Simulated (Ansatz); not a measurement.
## EuAl3Ag2: Al vacancy

Computed with the plane-wave PAW code Ansatz (scalar-relativistic, PAW set soft_2): r2SCAN, collinear spin, 500 eV cutoff, k-mesh 3×3×3.

The relaxed host crystal (no gap at this level of theory):

```
CELL_PARAMETERS angstrom
5.55543 0.00000 0.00000
-2.77771 4.81114 0.00000
0.00000 0.00000 4.40002
ATOMIC_POSITIONS crystal
Ag 0.33333 0.66667 0.00000
Ag 0.66667 0.33333 0.00000
Al 0.50000 0.00000 0.50000
Al 0.00000 0.50000 0.50000
Al 0.50000 0.50000 0.50000
Eu 0.00000 0.00000 0.00000
```

Supercell of 18 atoms, rows of the matrix [[1,1,1],[-1,0,1],[0,-1,1]] times the cell vectors; Al vacancy at (0.500, 0.000, 0.500) in fractions of the cell above. Atoms are relaxed at the host's cell, from a start shaken by 0.05 Å near the defect. The cell loses 1 of its 9 Al, so this is a heavily defective crystal.

Task: How does the lattice relax around the defect?

Result: Distances from the empty Al site (Å), by shell of the perfect crystal:

```csv
shell,perfect crystal,"relaxed, charge 0"
4 Ag,2.72,2.70
4 Al,2.78,2.76
```

```json
{"charge": "0", "moment of the cell (μB)": "21.01", "gap of the cell on the mesh (eV)": "0.00"}
```

At charge 0 the unpaired electrons sit on atoms with moments (μB): 3 Eu of 6.79.

Formation energy of the neutral defect: 1.38 eV, taking atoms from and to the elements' standard states (no corrections for gases), so it belongs to those chemical potentials alone.

Relaxed cell at charge 0:

```
EuAl3Ag2 V_Al charge 0
1.0
     2.7777    4.8111    4.4000
    -5.5554    0.0000    4.4000
     2.7777   -4.8111    4.4000
Ag Al Eu
6 8 3
Direct
  0.3288 0.9986 0.6664
  0.6635 0.3348 0.0035
  0.0006 0.6708 0.3382
  0.3359 0.6709 0.0032
  0.6644 0.9986 0.3311
  0.0012 0.3347 0.6656
  0.6656 0.1610 0.6680
  0.9990 0.5082 0.0012
  0.3323 0.3348 0.8347
  0.6635 0.6714 0.1677
  0.0013 0.9979 0.5017
  0.4994 0.9980 0.0038
  0.8325 0.3348 0.3346
  0.1656 0.6713 0.6655
  0.9962 0.0004 0.9986
  0.3324 0.3346 0.3347
  0.6684 0.6690 0.6709
```

Caveats: 4f shell without a U, which puts 4f levels too near the Fermi level; open f or d shells may hold a state above the lowest; small supercell, so energies and levels can be off by tenths of an eV; one random start near the defect, so other minima are possible.
